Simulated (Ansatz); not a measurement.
A geometry of Ir away from equilibrium: step 2 of the relaxation of a relaxed Ir cell, doubled along one cell vector, shaken by Gaussian noise of σ = 0.08 Å a coordinate. Computed with PBE (plane waves to 420 eV, PAW, scalar-relativistic; Ansatz, a quantum-chemistry and plane-wave program). Γ-centred k-mesh 5×10×6 on the run's cell (coarser than for final values), Fermi–Dirac smearing 0.05 eV.

```xyz
6
Lattice="7.1515 -0.0049 -0.0523 -1.7900 3.0881 0.0167 -0.0383 0.0061 5.2288" Properties=species:S:1:pos:R:3 pbc="T T T"
Ir     1.8315     1.0386     0.0603
Ir     5.3612     0.9701    -0.0502
Ir     0.0292     2.1066     1.4470
Ir     3.6017     1.9870     1.4299
Ir    -0.0496     2.1105     3.8348
Ir     3.5083     1.9751     3.7240
```

**Question.** Give the Cartesian forces on all atoms (eV/Å).

**Answer.** 
```tsv
atom	Fx	Fy	Fz
Ir1	-1.27	0.40	-0.79
Ir2	0.52	0.06	-0.14
Ir3	-0.43	-0.77	0.22
Ir4	0.69	0.47	-1.22
Ir5	0.14	-0.40	0.21
Ir6	0.35	0.24	1.72
```

**Question.** What is the pressure?

**Answer.** +1.6 GPa, compression positive.

No spin polarisation in the result.

The end of the path is a generated cell of Ir: the first start was made by a random draw of sites in a space group, and the end was not matched to a known phase here, so it may be hypothetical. Known forms of Ir include space group No. 225.
